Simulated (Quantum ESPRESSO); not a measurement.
## Band energies of LaSb

```
LaSb
1.0
    0.00000     3.28119     3.28119
    3.28119     0.00000     3.28119
    3.28119     3.28119     0.00000
Sb La
1 1
Direct
  0.50000   0.50000   0.50000
  0.00000   0.00000   0.00000
```

norm-conserving PBEsol (Quantum ESPRESSO, 110 Ry, no spin-orbit coupling); path ΓXWKΓLUWLK,UX; energies in eV from the Fermi level.

| k (1/Å) | point | band 9 | band 10 | band 11 | band 12 | band 13 | band 14 | band 15 | band 16 |
|---|---|---|---|---|---|---|---|---|---|
| 0.00 | Γ | -16.23 | -8.91 | 0.16 | 0.16 | 0.16 | 1.24 | 1.24 | 1.24 |
| 0.43 |  | -16.26 | -8.45 | -1.95 | -0.32 | -0.32 | 0.43 | 1.89 | 1.90 |
| 0.96 | X | -16.32 | -8.36 | -1.55 | -0.33 | -0.33 | -0.24 | 1.99 | 1.99 |
| 1.44 | W | -16.33 | -8.09 | -1.74 | -1.41 | -1.41 | 1.61 | 1.61 | 2.06 |
| 1.77 | K | -16.28 | -8.11 | -1.85 | -1.52 | -1.01 | 0.98 | 1.93 | 1.94 |
| 2.08 |  | -16.24 | -7.96 | -2.60 | -1.47 | -1.28 | 1.74 | 1.81 | 1.86 |
| 2.59 |  | -16.23 | -8.77 | -0.63 | -0.36 | -0.12 | 1.26 | 1.32 | 1.51 |
| 2.79 | Γ | -16.23 | -8.91 | 0.16 | 0.16 | 0.16 | 1.24 | 1.24 | 1.24 |
| 3.00 |  | -16.23 | -8.76 | -0.61 | -0.30 | -0.30 | 1.27 | 1.40 | 1.40 |
| 3.52 |  | -16.23 | -7.76 | -3.09 | -1.57 | -1.57 | 1.67 | 1.90 | 1.90 |
| 3.62 | L | -16.23 | -7.70 | -3.19 | -1.61 | -1.61 | 1.70 | 1.91 | 2.08 |
| 3.97 |  | -16.26 | -7.92 | -2.58 | -1.50 | -1.35 | 1.52 | 1.87 | 1.91 |
| 4.21 | U | -16.28 | -8.11 | -1.85 | -1.52 | -1.01 | 0.98 | 1.93 | 1.94 |
| 4.54 | W | -16.33 | -8.09 | -1.74 | -1.41 | -1.41 | 1.61 | 1.61 | 2.03 |
| 5.03 |  | -16.24 | -7.78 | -2.99 | -1.56 | -1.53 | 1.69 | 1.86 | 1.93 |
| 5.22 | L | -16.23 | -7.70 | -3.19 | -1.61 | -1.61 | 1.70 | 1.91 | 2.00 |
| 5.39 |  | -16.24 | -7.76 | -3.04 | -1.57 | -1.54 | 1.69 | 1.88 | 1.92 |
| 5.81 | K | -16.28 | -8.11 | -1.85 | -1.52 | -1.01 | 0.98 | 1.93 | 1.94 |
| 5.81 | U | -16.28 | -8.11 | -1.85 | -1.52 | -1.01 | 0.98 | 1.93 | 1.94 |
| 6.15 | X | -16.32 | -8.36 | -1.55 | -0.33 | -0.33 | -0.24 | 1.99 | 1.99 |

At this level the gap is closed or nearly so: along the path the highest valence and lowest conduction bands touch, or overlap by less than 0.6 eV, a zero-gap or semimetallic result; the valence top lies at Γ, the conduction bottom at X, 0.41 eV lower. Semilocal functionals close the gaps of some narrow-gap semiconductors, so this alone doesn't show that the compound has none.

Spin-orbit coupling is left out, which matters for elements this heavy: edges can move by tenths of an eV. The 4f states are in the valence at their DFT position.

Geometry of the Materials Project entry, not relaxed at this level.
